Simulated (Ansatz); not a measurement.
ZnSnN2:
```
ZnSnN2
1.0
    5.83368     0.00000     0.00000
    0.00000     6.71331     0.00000
    0.00000     0.00000     5.46621
Zn Sn N
4 4 8
Direct
  0.58295   0.87494   0.99903
  0.41705   0.12506   0.49903
  0.91705   0.37494   0.49903
  0.08295   0.62506   0.99903
  0.58839   0.37513   0.99933
  0.41161   0.62487   0.49933
  0.91161   0.87513   0.49933
  0.08839   0.12487   0.99933
  0.58339   0.37313   0.37942
  0.41661   0.62687   0.87942
  0.91661   0.87313   0.87942
  0.08339   0.12687   0.37942
  0.57887   0.87696   0.37222
  0.42113   0.12304   0.87222
  0.92113   0.37696   0.87222
  0.07887   0.62304   0.37222
```

Relaxed with PBEsol. Special points in fractions of this cell's reciprocal vectors: Γ (0.000, 0.000, 0.000); X (0.500, 0.000, 0.000); S (0.500, 0.500, 0.000); Y (0.000, 0.500, 0.000); Z (0.000, 0.000, 0.500); U (0.500, 0.000, 0.500); R (0.500, 0.500, 0.500); T (0.000, 0.500, 0.500).

Problem. List the band energies nearest the valence-band maximum at these points for PBEsol with spin–orbit coupling in the plane-wave PAW code Ansatz.

Solution. In eV from the valence-band maximum; about four levels below and three above (degenerate sets whole), none deeper than 8.9 eV; points with the same levels are listed once.

| k | below | above |
|---|---|---|
| Γ | -0.04 -0.04 0.00 0.00 | 0.15 0.15 2.72 2.72 |
| X | -0.40 -0.40 -0.39 -0.39 | 2.46 2.46 2.49 2.49 |
| S | -0.84 -0.84 -0.84 -0.84 | 3.06 3.06 3.06 3.06 |
| Y | -0.44 -0.44 -0.42 -0.42 | 2.26 2.26 2.28 2.28 |
| Z | -0.46 -0.46 -0.46 -0.46 | 2.49 2.49 2.49 2.49 |
| U | -1.01 -1.01 -1.01 -1.01 -1.00 -1.00 | 3.04 3.04 3.06 3.06 3.06 3.06 |
| R | -1.21 -1.21 -1.21 -1.21 | 3.57 3.57 3.57 3.57 |
| T | -0.94 -0.94 -0.92 -0.92 | 3.24 3.24 3.27 3.27 |

Space group Pna2_1. The PBEsol relaxation kept the symmetry of its start.

Potentials: the later of the program's two PAW sets.
